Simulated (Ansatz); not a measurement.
Clean, relaxed (100) surface of Os, space group Fm-3m (No. 225) (top face towards +c; atoms held fixed, by place in the list: 1, 2):

```yaml
crystal:
  lattice:
    - [2.70138, 0.00000, 0.00000]
    - [0.00000, 2.70138, 0.00000]
    - [0.00000, 0.00000, 22.73048]
  atoms:
    - { symbol: Os, position: [0.50000, 0.50000, 0.37395] }
    - { symbol: Os, position: [0.00000, 0.00000, 0.45798] }
    - { symbol: Os, position: [0.50000, 0.50000, 0.54455] }
    - { symbol: Os, position: [0.00000, 0.00000, 0.62255] }
```

Level of theory: Ansatz, DFT PBEsol, scalar-relativistic, plane waves, PAW. Plane waves to 420 eV, a k mesh through Γ of 11×11×1 on the computed 4-atom cell and Gaussian smearing (0.10 eV); no spin polarisation. A dipole correction removes the field between periodic images along c.

The adsorption energy is E(slab + adsorbate) − E(slab) − E(free adsorbate, spin-polarised where open-shell). With the adsorbate the cell is lengthened along c to keep the vacuum.

**Question.** C (atom) is put at the hollow (over Os) at (0.50, 0.50) site, one adsorbate per 7.3 Å². What structure does it relax to?

**Answer.** E_ads = -7.59 eV. Contacts: C–Os 2.04 Å.

```
Os C
1.0
     2.70138    0.00000    0.00000
     0.00000    2.70138    0.00000
     0.00000    0.00000   24.73048
Os C
4 1
Direct
  0.50000 0.50000 0.34371
  0.00000 0.00000 0.42094
  0.50000 0.50000 0.49626
  0.00000 0.00000 0.57995
  0.50000 0.50000 0.60891
```

Each end is the local minimum or symmetric point that its start leads to. This isn't the usual crystal structure of Os. The slab is only 5.7 Å thick, so the energies aren't converged with thickness.

The adsorbed runs have no spin polarisation, so weakly bound open-shell ends lie too high.